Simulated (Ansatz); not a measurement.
# Notes on BH2I2

```
I B H
1.0
    -3.73421    0.00000    2.41567
     3.73421    0.00000    2.41567
     0.00000    6.61939    2.41567
I B H
2 1 2
Direct
  0.10695 0.10695 0.27046
  0.37741 0.37741 0.72954
  0.99674 0.99674 0.00000
  0.76458 0.98842 0.00000
  0.98842 0.76458 0.00000
```

Single point in Ansatz 0.2.0 with PBE, no spin polarisation. Cutoff 420 eV, PAW datasets, 8×8×8 Γ-centred k mesh, fermi-dirac filling (width 0.0419 eV).

Q: How is the charge shared?

A: Bader charges in e: B +1.57, H -0.65, I -0.13. In the mean B gives up most and H takes most.

Q: Where is the largest force?

A: The largest is on H4 (and as large on other atoms): 6.70 eV/Å, components (5.67, 0.00, -3.58). It makes 177° with the line to a nearest neighbour, B3 at 1.02 Å, pointing away from it.

Q: Is the cell too large or too small?

A: The pressure is 8.4 GPa (compression positive), so with the atoms held at these fractions the cell would first expand; the forces are large, so a full relaxation may end otherwise. The principal stresses 4.4, 7.8, 13.0 GPa differ, so its shape would change too.

Q: Is there a gap?

A: It is a metal, with about 7.4 states/eV a cell as the mean within 0.25 eV of the Fermi level, mostly I p (89 %).

Q: What is the formation energy?

A: 0.40 eV an atom against the elements' usual phases (free molecules for gases, crystals otherwise, with no correction for O₂ or N₂), so at this geometry it isn't bound against them. Relaxing would lower it.

Origin: a known structure type with other elements, at an estimated volume, so it need not be a known compound. Caveats: many states at the Fermi level without spin polarisation, so a magnetic state may lie lower; atoms or cell far from equilibrium.
